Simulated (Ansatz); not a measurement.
Pb (fcc (Cu type)), relaxed with PBE+D3(BJ) (Ansatz, a quantum-chemistry and plane-wave program, plane waves, PAW): a = b = c = 4.959 Å, α = β = γ = 90.00°.

The same phase is relaxed and computed with r²SCAN+D4 in the same code. What is the cell now?

a = 4.971 Å, b = 4.971 Å, c = 4.971 Å, α = 90.00°, β = 90.00°, γ = 90.00°.

All cells were relaxed under the symmetry of their starts (and spin orders); stability against distortions was not tested throughout. Spin–orbit coupling is left out wherever it is not named.

Potentials: the later of the program's two PAW sets.

Ansatz is a plane-wave DFT program.
